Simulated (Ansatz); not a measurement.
The start is a relaxed LiNbSe2 cell deformed by the Cartesian strain tensor (xx, yy, zz, yz, xz, xy) = (-0.077, 0.022, 0.097, 0.010, -0.035, -0.072). Cell shape, volume and atoms are optimised at zero target pressure with PBE (plane waves to 420 eV, PAW, scalar-relativistic; Ansatz, a first-principles code). The first steps use a coarse 9×7×2 k-mesh.

Initial structure:
```
CELL_PARAMETERS angstrom
      3.25757    -0.25235    -0.12353
     -1.84732     3.24991     0.09386
     -0.47630     0.14289    14.92845
ATOMIC_POSITIONS crystal
  Li 0.00000 0.00000 0.00000
  Li 0.00000 0.00000 0.50000
  Nb 0.00000 0.00000 0.25000
  Nb 0.00000 0.00000 0.75000
  Se 0.33333 0.66667 0.12765
  Se 0.66667 0.33333 0.87235
  Se 0.66667 0.33333 0.62765
  Se 0.33333 0.66667 0.37235
```

| Item | Value |
|---|---|
| Largest initial force | 1.23 eV/Å, on Se5, Se6 (atoms numbered as listed) |
| Energy released | 0.21 eV/atom |
| Volume change | -2.7 %, from 18.86 to 18.35 Å³/atom |
| Relative to the parent | The parent structure is recovered, P6₃/mmc (No. 194) |
| Optimiser moves | 7 |

The end point of the relaxation:

```cif
data_Li2Nb2Se4
_chemical_formula_sum 'Li2 Nb2 Se4'
_space_group_name_H-M_alt 'P63/mmc'
_space_group_IT_number 194
_space_group_name_Hall '-P 6c 2c'
_cell_length_a 3.52941
_cell_length_b 3.52941
_cell_length_c 13.60824
_cell_angle_alpha 90.000
_cell_angle_beta 90.000
_cell_angle_gamma 120.000
loop_
_atom_site_label
_atom_site_type_symbol
_atom_site_symmetry_multiplicity
_atom_site_Wyckoff_symbol
_atom_site_fract_x
_atom_site_fract_y
_atom_site_fract_z
_atom_site_occupancy
Li1 Li 2 a 0.00000 0.00000 0.00000 1
Nb1 Nb 2 b 0.00000 0.00000 0.25000 1
Se1 Se 4 f 0.33333 0.66667 0.12766 1
```

Final values are on a 11×11×3 k-mesh of the relaxed cell. No spin polarisation in the result.

The run could not lose the symmetry of its start.

The cell that was disturbed is our relaxation of an entry of Materials Project.
